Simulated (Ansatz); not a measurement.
## Does relaxation matter for the field gradients of Bi2Te2Pb5S6?

Start: an entry of the Crystallography Open Database (COD; perhaps a calculated or model structure), atoms as given.

Space group P-3m1 (No. 164); a = 4.2428, c = 27.3112 Å, γ = 120.00°.

```
site  Wyckoff  site symmetry       x       y       z
  Bi       2c            3m.  0.0000  0.0000  0.1216
  Te       2d            3m.  0.3333  0.6667  0.9441
 Pb5       2d            3m.  0.3333  0.6667  0.7514
 Pb7       2d            3m.  0.3333  0.6667  0.3741
 Pb9       1b           -3m.  0.0000  0.0000  0.5000
 S10       2d            3m.  0.3333  0.6667  0.1861
 S12       2c            3m.  0.0000  0.0000  0.3115
 S14       2d            3m.  0.3333  0.6667  0.5629
```

One atom of each set is listed.

Computed with Ansatz: DFT, PBE, plane waves and PAW, scalar-relativistic, 420 eV cutoff, Γ-centred 8×8×1 k-points, Fermi–Dirac smearing 0.02 eV.

The largest force at the start is 0.059 eV/Å. Relaxing the ions at fixed cell moves them by 0.008 Å at most (atom 8, Pb) and 0.005 Å rms. End positions:

Bi (0.0000, 0.0000, 0.1219)
Te (0.3333, 0.6667, 0.9441)
Pb5 (0.3333, 0.6667, 0.7513)
Pb7 (0.3333, 0.6667, 0.3744)
Pb9 (0.0000, 0.0000, 0.5000)
S10 (0.3333, 0.6667, 0.1863)
S12 (0.0000, 0.0000, 0.3117)
S14 (0.3333, 0.6667, 0.5628)

```json
{"site": "Bi", "moved (Å)": "0.008", "first shell before": "3 S at 3.02 Å, 3 Te at 3.04 Å", "first shell after": "3 S at 3.02 Å, 3 Te at 3.04 Å", "V_zz before (10²¹ V/m²)": "-0.54", "η before": "0.00"}
{"site": "Te", "moved (Å)": "0.000", "first shell before": "3 Bi at 3.04 Å", "first shell after": "3 Bi at 3.04 Å", "V_zz before (10²¹ V/m²)": "1.21", "η before": "0.00"}
{"site": "Pb5", "moved (Å)": "0.002", "first shell before": "6 S at 2.99 Å", "first shell after": "6 S at 2.98–2.99 Å", "V_zz before (10²¹ V/m²)": "0.33", "η before": "0.00"}
{"site": "Pb7", "moved (Å)": "0.008", "first shell before": "6 S at 2.99 Å", "first shell after": "6 S at 2.99 Å", "V_zz before (10²¹ V/m²)": "0.22", "η before": "0.00"}
{"site": "Pb9", "moved (Å)": "0.000", "first shell before": "6 S at 2.99 Å", "first shell after": "6 S at 2.99 Å", "V_zz before (10²¹ V/m²)": "0.18", "η before": "0.00"}
{"site": "S10", "moved (Å)": "0.005", "first shell before": "3 Pb at 2.99 Å, 3 Bi at 3.02 Å", "first shell after": "3 Pb at 2.98 Å, 3 Bi at 3.02 Å", "V_zz before (10²¹ V/m²)": "0.36", "η before": "0.00"}
{"site": "S12", "moved (Å)": "0.004", "first shell before": "6 Pb at 2.99 Å", "first shell after": "6 Pb at 2.99 Å", "V_zz before (10²¹ V/m²)": "-0.20", "η before": "0.00"}
{"site": "S14", "moved (Å)": "0.003", "first shell before": "6 Pb at 2.99 Å", "first shell after": "6 Pb at 2.99 Å", "V_zz before (10²¹ V/m²)": "-0.11", "η before": "0.00"}
```

Question: How do the gradients change?

Answer: 

| site | V_zz after | η after | change of V_zz |
| --- | --- | --- | --- |
| Bi | -0.54 | 0.00 | 0.00 |
| Te | 1.63 | 0.00 | +0.42 |
| Pb5 | 0.34 | 0.00 | +0.01 |
| Pb7 | 0.23 | 0.00 | +0.01 |
| Pb9 | 0.22 | 0.00 | +0.04 |
| S10 | 0.31 | 0.00 | -0.05 |
| S12 | -0.15 | 0.00 | +0.05 |
| S14 | -0.17 | 0.00 | -0.06 |

The largest change of V_zz is on Te, from 1.21 to 1.63. In per cent, |V_zz| changes by +2 on Bi, +35 on Te (all sites that start above 0.5).

Spin–orbit coupling is left out, which shifts gradients on Bi and Pb by a few per cent in wide-gap crystals, and can shift them far more where the calculated gap is small or absent, as here. With a gap of 0.8 eV on this mesh, small gradients can still move by 0.1 × 10²¹ V/m² or more as the k-mesh gets denser.
